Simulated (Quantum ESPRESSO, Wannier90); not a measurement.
## Tight-binding from DFT: PbF$_{4}$ (I4/mmm)

```
begin unit_cell_cart
ang
    4.2935000000    0.0000000000    0.0000000000
    0.0000000000    4.2935000000    0.0000000000
   -2.1467500000   -2.1467500000    3.9330200000
end unit_cell_cart
begin atoms_frac
Pb   0.0000000000  0.0000000000  0.0000000000
F   -0.2518500000 -0.2518500000  0.4963000000
F    0.2518500000  0.2518500000 -0.4963000000
F    0.0000000000  0.5000000000  0.0000000000
F    0.5000000000  0.0000000000  0.0000000000
end atoms_frac
```

Cell from Materials Project (mp-341), symmetrised, no further relaxation. COD (Crystallography Open Database) has an entry of this formula and space group (matched by these alone). Method: PBEsol plane waves in Quantum ESPRESSO 7.5 (PseudoDojo norm-conserving files, 68 Ry, no spin polarisation, no spin-orbit coupling), Bloch states on a 6×6×6 mesh through Γ, Wannier90 4.0.1. Density: 8×8×8 mesh, cold smearing 0.01 Ry. The cell is built of weakly bound layers, chains or molecules. Database cells relaxed without dispersion often hold them too far apart, which can enlarge gaps and weakens couplings between them; spacing and stacking were not compared with the measured crystal. Spin-orbit coupling is left out although heavy elements are present.

A tight-binding model is made by disentanglement and projection with no localisation steps (num_iter = 0), so the 20 orbitals stay atom-like: hydrogen-like Pb: s;p; F: s;p, axes along x, y, z; frozen window up to 3.43 eV relative to the valence-band maximum. It follows pw.x to 0.6 meV rms for states up to 2.9 eV relative to the valence-band maximum. Matrix elements depend on this choice of orbitals and windows. Bands 5–9 (Pb 5d 94 %) lie between the kept ones and are excluded.

Task: What are the on-site energies relative to the valence-band maximum, and how fast do the hoppings decay?

Result: 
```
atom  orbitals  energy (eV)
----  --------  -----------
Pb1          s         0.98
Pb1         pz        11.29
Pb1      px py        10.20
F2           s       -19.66
F2          pz        -1.82
F2       px py        -0.60
F3           s       -19.66
F3          pz        -1.82
F3       px py        -0.60
F4           s       -20.34
F4          pz        -1.15
F4          px        -1.18
F4          py        -2.73
F5           s       -20.34
F5          pz        -1.15
F5          px        -2.73
F5          py        -1.18
```

```json
[
 {"distance of the centres (Å)": "1–2", "largest modulus (eV)": "2.3"},
 {"distance of the centres (Å)": "2–3", "largest modulus (eV)": "1.7"},
 {"distance of the centres (Å)": "3–4", "largest modulus (eV)": "0.44"},
 {"distance of the centres (Å)": "4–5", "largest modulus (eV)": "0.43"},
 {"distance of the centres (Å)": "5–6", "largest modulus (eV)": "0.026"},
 {"distance of the centres (Å)": "6–7", "largest modulus (eV)": "0.025"},
 {"distance of the centres (Å)": "7–8", "largest modulus (eV)": "0.011"},
 {"distance of the centres (Å)": "8–9", "largest modulus (eV)": "0.012"},
 {"distance of the centres (Å)": "9–10", "largest modulus (eV)": "0.0041"},
 {"distance of the centres (Å)": "10–11", "largest modulus (eV)": "0.0068"}
]
```
